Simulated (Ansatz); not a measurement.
The start is a relaxed Zr cell displaced along its unstable phonon at q = (0, 0, ½) of its primitive reciprocal cell (79i cm⁻¹), largest move 0.15 Å. Cell shape, volume and atoms are optimised at zero target pressure with r2SCAN (plane waves to 500 eV, PAW, scalar-relativistic; Ansatz, a program for electronic structure). The first steps use a coarse 12×12×6 k-mesh.

The start:
```
Zr
1.0
    3.00660     0.00000     0.00000
   -1.50330     2.60379     0.00000
    0.00000     0.00000     6.06613
Zr
2
Direct
  0.02880   0.05761   0.00000
  0.97120   0.94239   0.50000
```

| Item | Result |
|---|---|
| Energy released | 0.38 eV/atom |
| Relative to the parent | It does not go back: it reaches P6₃/mmc (No. 194), hcp (Mg type), 0.40 eV/atom below the parent |
| Shortest distances (start → end) | The closest pairs of elements (up to four, under 3.6 Å), start → end: Zr–Zr 3.01 → 3.19 Å |
| Optimiser moves | 12 |

Final structure:

Space group P6₃/mmc (No. 194); a = 3.2459 Å, b = 3.2459 Å, c = 5.1512 Å, α = 90.00°, β = 90.00°, γ = 120.00°

```tsv
atom	site	symmetry	x	y	z
Zr	2c	-6m2	0.3333	0.6667	0.2500
```

Final values are on a 16×16×9 k-mesh of the relaxed cell. No spin polarisation in the result.

The run could not lose the symmetry of its start.

Of the parent cell (P6/mmm (No. 191)): it is a generated cell of Zr: the first start was made by placing the elements on the sites of a structure type, and the end was not matched to a known phase here, so it may be hypothetical. Known forms of Zr include space group No. 194.
